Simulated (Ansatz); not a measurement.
**All-electron card of Mg**

```
CELL_PARAMETERS angstrom
3.20927 0.00000 0.00000
-1.60464 2.77931 0.00000
0.00000 0.00000 5.21033
ATOMIC_POSITIONS crystal
Mg 0.33333 0.66667 0.25000
Mg 0.66667 0.33333 0.75000
```

Atoms are numbered in the order listed.

The cell is COD entry 9008506, as deposited and not checked against the literature; nothing was relaxed.

Level of theory: Ansatz 0.2.0, DFT, LDA, all-electron LAPW, scalar-relativistic.

Sampling and basis: a Γ-centred 12×12×7 k mesh, Fermi–Dirac smearing of 0.05 eV, basis error target 1 meV/atom, no spin polarisation.

- Pressure at this cell: -2.49 GPa
- Band gap: none: bands cross the Fermi level, a metal
- Stress xx, yy, zz (compression positive): -2.19, -2.19, -3.08 GPa
- Density of states at the Fermi level (0.2 eV bin): 0.68 states/eV per cell
- Volume per atom: 23.24 Å³
